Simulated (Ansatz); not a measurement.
## Two inputs for CdSe with La replacing Cd

This input was run with Ansatz:

```yaml
crystal:
  lattice:
    - [8.6, 0.0, 0.0]
    - [-4.3, 7.4478184726, 0.0]
    - [0.0, 0.0, 14.04]
  atoms:
    - { symbol: La, position: [0.1666666666, 0.3333333334, 0.0] }
    - { symbol: Cd, position: [0.1666666666, 0.3333333334, 0.5] }
    - { symbol: Cd, position: [0.1666666666, 0.8333333334, 0.0] }
    - { symbol: Cd, position: [0.1666666666, 0.8333333334, 0.5] }
    - { symbol: Cd, position: [0.6666666666, 0.3333333334, 0.0] }
    - { symbol: Cd, position: [0.6666666666, 0.3333333334, 0.5] }
    - { symbol: Cd, position: [0.6666666666, 0.8333333334, 0.0] }
    - { symbol: Cd, position: [0.6666666666, 0.8333333334, 0.5] }
    - { symbol: Cd, position: [0.3333333334, 0.1666666666, 0.25] }
    - { symbol: Cd, position: [0.3333333334, 0.1666666666, 0.75] }
    - { symbol: Cd, position: [0.3333333334, 0.6666666666, 0.25] }
    - { symbol: Cd, position: [0.3333333334, 0.6666666666, 0.75] }
    - { symbol: Cd, position: [0.8333333334, 0.1666666666, 0.25] }
    - { symbol: Cd, position: [0.8333333334, 0.1666666666, 0.75] }
    - { symbol: Cd, position: [0.8333333334, 0.6666666666, 0.25] }
    - { symbol: Cd, position: [0.8333333334, 0.6666666666, 0.75] }
    - { symbol: Se, position: [0.1666666666, 0.3333333334, 0.1925] }
    - { symbol: Se, position: [0.1666666666, 0.3333333334, 0.6925] }
    - { symbol: Se, position: [0.1666666666, 0.8333333334, 0.1925] }
    - { symbol: Se, position: [0.1666666666, 0.8333333334, 0.6925] }
    - { symbol: Se, position: [0.6666666666, 0.3333333334, 0.1925] }
    - { symbol: Se, position: [0.6666666666, 0.3333333334, 0.6925] }
    - { symbol: Se, position: [0.6666666666, 0.8333333334, 0.1925] }
    - { symbol: Se, position: [0.6666666666, 0.8333333334, 0.6925] }
    - { symbol: Se, position: [0.3333333334, 0.1666666666, 0.4425] }
    - { symbol: Se, position: [0.3333333334, 0.1666666666, 0.9425] }
    - { symbol: Se, position: [0.3333333334, 0.6666666666, 0.4425] }
    - { symbol: Se, position: [0.3333333334, 0.6666666666, 0.9425] }
    - { symbol: Se, position: [0.8333333334, 0.1666666666, 0.4425] }
    - { symbol: Se, position: [0.8333333334, 0.1666666666, 0.9425] }
    - { symbol: Se, position: [0.8333333334, 0.6666666666, 0.4425] }
    - { symbol: Se, position: [0.8333333334, 0.6666666666, 0.9425] }
total_charge: 1
kpoints:
  mp_grid: { grid: [3, 3, 2] }
scf:
  occupations: { method: fermi_dirac, width: 0.01 }
  mixing: { preconditioner: resta }
hamiltonian:
  xc: pbe
  pseudopotentials: { kind: paw }
output:
  forces: true
  stress: true
  populations: true
  efg: { quadrupole_moments_barn: { La: 0.206 }, contact_densities: true }
  write_density: true
  write_potential: true
  elf: true
  volumetric_format: npy
```

It converged. Of its output the block on the nuclei alone is shown, without the SCF iterations, energies, forces and stress (one atom of each set, the first 14 sets):

```
--- PAW observables at the nuclei: V_zz in 10²¹ V/m², potentials from the cell's mean, atoms counted from 1 ---
  atom   1  La V_zz =    +2.617501   η = 0.0000   by run symmetry: allowed   C_q = +13.0379 MHz
            electrostatic potential = -9872.326628 V   contact ρ = 2247091.616643 e/Å³
  atom   2  Cd V_zz =    +4.196183   η = 0.0000   by run symmetry: allowed
            electrostatic potential = -7704.699427 V   contact ρ = 1035909.399396 e/Å³
  atom   3  Cd V_zz =    -1.978513   η = 0.3387   by run symmetry: allowed
            electrostatic potential = -7704.235041 V   contact ρ = 1035908.404748 e/Å³
  atom   4  Cd V_zz =    +3.491172   η = 0.0427   by run symmetry: allowed
            electrostatic potential = -7704.738967 V   contact ρ = 1035909.194970 e/Å³
  atom   9  Cd V_zz =    +1.899957   η = 0.8942   by run symmetry: allowed
            electrostatic potential = -7704.471098 V   contact ρ = 1035908.946630 e/Å³
  atom  10  Cd V_zz =    +5.714624   η = 0.0227   by run symmetry: allowed
            electrostatic potential = -7704.520144 V   contact ρ = 1035909.895955 e/Å³
  atom  15  Cd V_zz =    +2.120576   η = 0.0000   by run symmetry: allowed
            electrostatic potential = -7704.595759 V   contact ρ = 1035909.176370 e/Å³
  atom  16  Cd V_zz =    +3.870464   η = 0.0000   by run symmetry: allowed
            electrostatic potential = -7704.641376 V   contact ρ = 1035909.624429 e/Å³
  atom  17  Se V_zz =   -15.955140   η = 0.0000   by run symmetry: allowed
            electrostatic potential = -4710.105182 V   contact ρ = 262874.293925 e/Å³
  atom  18  Se V_zz =    -0.670782   η = 0.0000   by run symmetry: allowed
            electrostatic potential = -4710.180919 V   contact ρ = 262876.617553 e/Å³
  atom  19  Se V_zz =    +1.150185   η = 0.6183   by run symmetry: allowed
            electrostatic potential = -4710.130161 V   contact ρ = 262876.291851 e/Å³
  atom  20  Se V_zz =    -1.693837   η = 0.6181   by run symmetry: allowed
            electrostatic potential = -4710.276824 V   contact ρ = 262876.239640 e/Å³
  atom  25  Se V_zz =    +0.511084   η = 0.5688   by run symmetry: allowed
            electrostatic potential = -4710.340789 V   contact ρ = 262876.170359 e/Å³
  atom  26  Se V_zz =   -15.487860   η = 0.2205   by run symmetry: allowed
            electrostatic potential = -4710.054593 V   contact ρ = 262875.209603 e/Å³
```

**Question.** Can these gradients be trusted, and how do they compare with a run on standard settings?

**Answer.** They agree with the standard run. Against the standard input the change is `scf.mixing.preconditioner`: not typed → resta. A site carries the number of its first atom; V_zz in 10²¹ V/m².

| site | atom | V_zz standard | η standard | V_zz here | η here |
| --- | --- | --- | --- | --- | --- |
| La | 1 | 2.62 | 0.00 | 2.62 | 0.00 |
| Cd2 | 2 | 4.20 | 0.00 | 4.20 | 0.00 |
| Cd3 | 3 | -1.98 | 0.34 | -1.98 | 0.34 |
| Cd4 | 4 | 3.49 | 0.04 | 3.49 | 0.04 |
| Cd9 | 9 | 1.90 | 0.89 | 1.90 | 0.89 |
| Cd10 | 10 | 5.71 | 0.02 | 5.71 | 0.02 |
| Cd15 | 15 | 2.12 | 0.00 | 2.12 | 0.00 |
| Cd16 | 16 | 3.87 | 0.00 | 3.87 | 0.00 |
| Se17 | 17 | -15.96 | 0.00 | -15.96 | 0.00 |
| Se18 | 18 | -0.67 | 0.00 | -0.67 | 0.00 |
| Se19 | 19 | 1.15 | 0.62 | 1.15 | 0.62 |
| Se26 | 26 | -15.49 | 0.22 | -15.49 | 0.22 |

All printed values agree. The table leaves out 4 of the 16 sites, with |V_zz| up to 4.54; their tensors move by 0.00 at most along any direction. Mixing, solver and start steer the path to self-consistency, not the state that is reached here. SCF iterations: 9 and 9.

On the reference run: The defect repeats with the cell of 32 atoms, so it feels its images: sites between two images don't show the values beside a lone defect, and zeros or small values of η there can come from the images' arrangement. Cd and Se carry a gradient in the pure host already, so the values there aren't the defect's effect alone. A uniform background compensates the cell's charge. Without spin–orbit coupling (the program notes it for Cd and La) the gradients can shift by some per cent, and by up to a factor of two as the program warns, since there is only a small gap. With a gap of 0.8 eV on this mesh, small gradients can still move by 0.1 × 10²¹ V/m² or more as the k-mesh gets denser. The neighbours have not yet relaxed around the defect (largest force 2.4 eV/Å), and relaxing can change the values around it severalfold.
